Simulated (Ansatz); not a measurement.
The elements of this relaxed trial crystal are hidden behind letters.

```
lattice vectors (Å)
  -1.7798    3.2988    4.4967
   1.7798   -3.2988    4.4967
   1.7798    3.2988   -4.4967
fractional positions
X 0.0000 0.5000 0.5000
Z 0.8609 0.1781 0.6828
Z 0.5047 0.8219 0.6828
Z 0.4953 0.1781 0.3172
Z 0.1391 0.8219 0.3172
Q 0.2114 0.0000 0.2114
Q 0.7886 0.0000 0.7886
```

The calculation used Ansatz 0.2.0, DFT PBE, scalar-relativistic, plane waves, PAW. Cutoff 420 eV, Γ-centred 12×12×12 mesh (7-atom cell), Gaussian smearing of 0.10 eV, no spin polarisation.

```
Space group                                 : Immm (No. 71)
Conventional cell                           : a = 3.560 Å, b = 6.598 Å, c = 8.993 Å
Volume per atom                             : 15.09 Å³
Density                                     : 2.59 g/cm³
Energy over the elements                    : −0.28 eV/atom
Gap on the 12×12×12 mesh of the 7-atom cell : 0 eV (a metal)
```

Energies are uncorrected and count from the elements' standard states at the same level.

Question: X is an s-block element of period 3, Z is a p-block element of period 3 and Q is a p-block element of period 2. Which elements are they?

Answer: X = Mg, Z = Si, Q = N, so the formula is MgSi4N2. Density times volume gives a mean mass of 2.59 × 15.09/1.6605 = 23.5 u per atom, and this set has 23.5 u. Around Mg lie 4 N at 2.26 Å; Si is surrounded by 1 N at 1.75 Å and 3 Si at 2.37–2.41 Å; N is surrounded by 2 Si at 1.75 Å and 2 Mg at 2.26 Å. Other sets within the hints have nearly the same mass, so mass alone doesn't settle it; this one was computed.

A structure relaxed within its symmetry needn't be a true minimum.
